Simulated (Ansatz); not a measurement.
A geometry of Ru away from equilibrium: step 23 of the relaxation of a relaxed Ru cell, doubled along one cell vector, shaken by Gaussian noise of σ = 0.08 Å a coordinate. All values below come from r2SCAN (plane waves to 500 eV, PAW, scalar-relativistic; Ansatz, a first-principles code). Γ-centred k-mesh 13×13×5 on the run's cell (coarser than for final values), Fermi–Dirac smearing 0.05 eV.

```xyz
4
Lattice="-2.9231 2.9234 0.7967 3.2416 -3.2417 1.8654 3.0146 3.6518 -2.6616" Properties=species:S:1:pos:R:3 pbc="T T T"
Ru    -0.7861     2.1850     0.4041
Ru     0.7212     4.0110    -0.9268
Ru     0.2727     0.0029     1.3327
Ru     1.4615     2.1470    -2.6601
```

Problem. Give the Cartesian forces on all atoms (eV/Å).

Solution. 
```json
[
 {"atom": "Ru1", "Fx": "-0.02", "Fy": "-0.02", "Fz": "0.00"},
 {"atom": "Ru2", "Fx": "-0.02", "Fy": "-0.02", "Fz": "0.00"},
 {"atom": "Ru3", "Fx": "0.02", "Fy": "0.02", "Fz": "0.00"},
 {"atom": "Ru4", "Fx": "0.02", "Fy": "0.02", "Fz": "0.00"}
]
```

Problem. What is the pressure?

Solution. +3.5 GPa, compression positive.

Problem. How far above the relaxed end point is this geometry?

Solution. 0.01 eV/atom; the path ends in P6₃/mmc (No. 194) (hcp (Mg type)).

No spin polarisation in the result.

Of the parent cell (I4₁/amd (No. 141)): it is a generated cell of Ru: the first start was made by placing the elements on the sites of a structure type, and the end was not matched to a known phase here, so it may be hypothetical. Known forms of Ru include space group No. 194.
